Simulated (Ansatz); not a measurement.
TiAl:
```xyz
2
Lattice="1.4358 0.8289 4.6527 -1.4358 0.8289 4.6527 0.0000 -1.6579 4.6527" Properties=species:S:1:pos:R:3 pbc="T T T"
Al     0.0000     0.0000     0.0000
Ti     0.0000     0.0000     6.9790
```

Relaxed with r²SCAN. Special points in fractions of this cell's reciprocal vectors: Γ (0.000, 0.000, 0.000); T (0.500, 0.500, 0.500); H2 (0.812, 0.188, 0.500); H0 (0.500, -0.188, 0.188); L (0.500, 0.000, 0.000); S0 (0.344, -0.344, 0.000); S2 (0.656, 0.000, 0.344); F (0.500, 0.000, 0.500).

Q: List the band energies nearest the Fermi level at these points for r²SCAN in the plane-wave PAW code Ansatz.

A: In eV from the Fermi level; about four levels below and three above (degenerate sets whole), none deeper than 8.9 eV; points with the same levels are listed once.

```csv
k,below,above
Γ,-2.57 -2.25,1.30 1.30 2.87 2.87
T,-8.75 -5.83 -0.60,1.29 1.29 2.93 2.93
H2,-2.74 -1.83 -1.69 -0.72,0.47 1.15 3.45
L,-4.18 -2.98 -2.16 -0.53,2.01 2.94 3.89
S0,-2.44 -1.97 -1.81 -0.72,0.25 1.41 3.14
F,-4.03 -3.15 -1.77,0.20 0.51 2.23
```

Space group R-3m. The cell is a constructed one: a structure type filled with these elements; neither database checked (COD, Materials Project) lists it. It is not the phase usual at ambient conditions (space group No. 123). Symmetry was held in the r²SCAN relaxation. At this level the phase is mechanically unstable. The run is not spin-polarised.

Potentials: the later of the program's two PAW sets.
